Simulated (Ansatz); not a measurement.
Put PrGa2Sb3 in I4/mmm (No. 139): Pr on 2b; Ga on 4c; Sb on 4d and 2a.

All numbers below come from DFT PBE, scalar-relativistic, plane waves, PAW, and for the lanthanide a 4f-in-core norm-conserving potential (Ansatz 0.2.0). Cutoff 660 eV, Γ-centred mesh, Gaussian smearing, no spin polarisation.

Formation energies are uncorrected and refer to the elements' standard structures at the same level.

Question: Predict the relaxed structure.

Answer:

Space group I4/mmm (No. 139). a = 5.885 Å, b = 5.885 Å, c = 10.680 Å, α = 90.00°, β = 90.00°, γ = 90.00°
| atom | site | symmetry | x | y | z |
| --- | --- | --- | --- | --- | --- |
| Pr | 2b | 4/mmm | 0.5000 | 0.5000 | 0.0000 |
| Ga | 4c | mmm. | 0.0000 | 0.5000 | 0.0000 |
| Sb | 4d | -4m2 | 0.0000 | 0.5000 | 0.2500 |
| Sb | 2a | 4/mmm | 0.0000 | 0.0000 | 0.0000 |

Pr is surrounded by 4 Ga at 2.94 Å and 12 Sb at 3.97–4.16 Å; Ga is surrounded by 2 Sb at 2.67 Å, 2 Pr at 2.94 Å and 2 Sb at 2.94 Å; Sb on a site of symmetry -4m2 has 2 Ga at 2.67 Å; around Sb on a site of symmetry 4/mmm lie 4 Ga at 2.94 Å. Another local minimum with the same sites may exist.

Question: Where does its energy lie, and is it a metal?

Answer: The formation energy is +0.18 eV/atom and the gap on the 10×10×10 mesh of the 6-atom cell is 0 eV (a metal). A positive value: parting into the elements would lower its energy.

The last run used Gaussian smearing of 0.10 eV. Spin–orbit coupling, which can matter for Sb, is left out. A structure relaxed within its symmetry needn't be a true minimum. Another cell of PrGa2Sb3 relaxed alike, in P-4m2, lies 0.48 eV/atom lower, so this cell isn't the stable form at this level.

The lanthanide is trivalent by construction, without f bands, f moments or other valences. The reference runs of the other elements, and any phases without the lanthanide, used 420 eV, which shifts energies against them by under 10 meV/atom. The lanthanide's reference is the lowest of its hcp, dhcp and fcc cells.
